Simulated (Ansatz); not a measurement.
CdGeTe4Rh2, a known structure type with other elements, at an estimated volume

```
CELL_PARAMETERS angstrom
-3.98466 3.98466 3.36432
3.98466 -3.98466 3.36432
3.98466 3.98466 -3.36432
ATOMIC_POSITIONS crystal
Rh 0.50000 0.00000 0.50000
Rh 0.00000 0.50000 0.50000
Cd 0.50000 0.50000 0.00000
Ge 0.00000 0.00000 0.00000
Te 0.94972 0.94972 0.34988
Te 0.05028 0.40016 0.00000
Te 0.59984 0.59984 0.65012
Te 0.40016 0.05028 0.00000
```

Level: PBE, no spin polarisation; 420 eV; 7×7×7 Γ-centred mesh; gaussian occupations (width 0.0577 eV); Ansatz 0.2.0, fixed geometry.

(1) Which element gives electrons and which takes them?

(2) Metal or insulator?

(3) Describe some of the short contacts.

(4) What does the stress say?

Origin: a known structure type with other elements, at an estimated volume, so it need not be a known compound. Caveats: atoms or cell far from equilibrium.

Results:

(1) Bader charges in e: Cd +0.43, Ge +0.39, Te -0.20, Rh -0.02. In the mean Cd gives up most and Te takes most.

(2) It is a metal, with about 7.7 states/eV a cell as the mean within 0.25 eV of the Fermi level, mostly Rh d (71 %) and Te p (23 %).

(3) Ge–Te at 2.49 Å: least valence density 0.58 e/Å³ and ELF 0.71 there. Cd–Te at 2.70 Å: least valence density 0.40 e/Å³ and ELF 0.36 there. Rh–Te at 3.31 Å: least valence density 0.15 e/Å³ and ELF 0.23 there. Both are smooth PAW fields, read partly inside the augmentation spheres.

(4) The pressure is 0.7 GPa (compression positive), so with the atoms held at these fractions the cell would first expand; the forces are large, so a full relaxation may end otherwise. The principal stresses -0.6, -0.6, 3.4 GPa differ, so its shape would change too.
